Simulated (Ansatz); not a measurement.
WS2:
```
WS2
1.0
    3.15412     0.00000     0.00000
   -1.57706     2.73155     0.00000
    0.00000     0.00000    12.13484
W S
2 4
Direct
  0.33333   0.66667   0.25000
  0.66667   0.33333   0.75000
  0.33333   0.66667   0.62022
  0.66667   0.33333   0.37978
  0.66667   0.33333   0.12022
  0.33333   0.66667   0.87978
```

Relaxed with PBE+D3(BJ). Special points in fractions of this cell's reciprocal vectors: Γ (0.000, 0.000, 0.000); M (0.500, 0.000, 0.000); K (0.333, 0.333, 0.000); A (0.000, 0.000, 0.500); L (0.500, 0.000, 0.500); H (0.333, 0.333, 0.500).

List the band energies nearest the valence-band maximum at these points for DFT-PBE+D3(BJ) with spin–orbit coupling in the program Ansatz with PAW potentials.

In eV from the valence-band maximum; about four levels below and three above (degenerate sets whole), none deeper than 8.9 eV; points with the same levels are listed once.

```json
[
 {"k": "Γ", "below": "-1.28 -1.28 0.00 0.00", "above": "2.10 2.10 2.15 2.15"},
 {"k": "M", "below": "-1.65 -1.65 -1.55 -1.55", "above": "2.16 2.16 2.20 2.20"},
 {"k": "K", "below": "-0.95 -0.95 -0.47 -0.47", "above": "1.18 1.18 1.23 1.23"},
 {"k": "A", "below": "-0.31 -0.31 -0.31 -0.31", "above": "2.15 2.15 2.15 2.15"},
 {"k": "L", "below": "-1.61 -1.61 -1.61 -1.61", "above": "2.18 2.18 2.18 2.18"},
 {"k": "H", "below": "-0.93 -0.93 -0.52 -0.52", "above": "1.19 1.19 1.23 1.23"}
]
```

Space group P6_3/mmc. The PBE+D3(BJ) relaxation kept the symmetry of its start. The run is not spin-polarised.

Potentials: the earlier of the program's two PAW sets.
